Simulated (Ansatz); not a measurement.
A: GaP (zinc blende), a = 5.5064 Å, b = 5.5064 Å, c = 5.5064 Å, α = 90.00°, β = 90.00°, γ = 90.00°
B: SrTiO3 (cubic perovskite), a = 3.9365 Å, b = 3.9365 Å, c = 3.9365 Å, α = 90.00°, β = 90.00°, γ = 90.00°
C: SiC (zinc blende), a = 4.380 Å, b = 4.380 Å, c = 4.380 Å, α = 90.00°, β = 90.00°, γ = 90.00°
D: CsPbBr3 (cubic perovskite), a = b = c = 6.003 Å, α = β = γ = 90.00°
E: AlAs (zinc blende), a = 5.728 Å, b = 5.728 Å, c = 5.728 Å, α = 90.00°, β = 90.00°, γ = 90.00°

Scan: energy over volume and axial ratio (atoms clamped). One method and one kind of scan serve all of them; meshes and ranges differ. All were relaxed with their symmetry unable to fall. Spin-orbit coupling is left out. SrTiO3 is run without spin polarisation. The PAW data are Ansatz's earlier set. This is a high-temperature form of CsPbBr3.

Task: Order them by shear modulus C′ = (C11 − C12)/2 (fitted) (highest first) at the level PBE (plane waves to 420 eV, PAW, scalar-relativistic; Ansatz, a first-principles code).

Result: C (128 GPa), B (108 GPa), A (36 GPa), E (27 GPa), D (18 GPa)

(Under strain, the slope of the energy per volume gives the stress and its curvature an elastic modulus.)
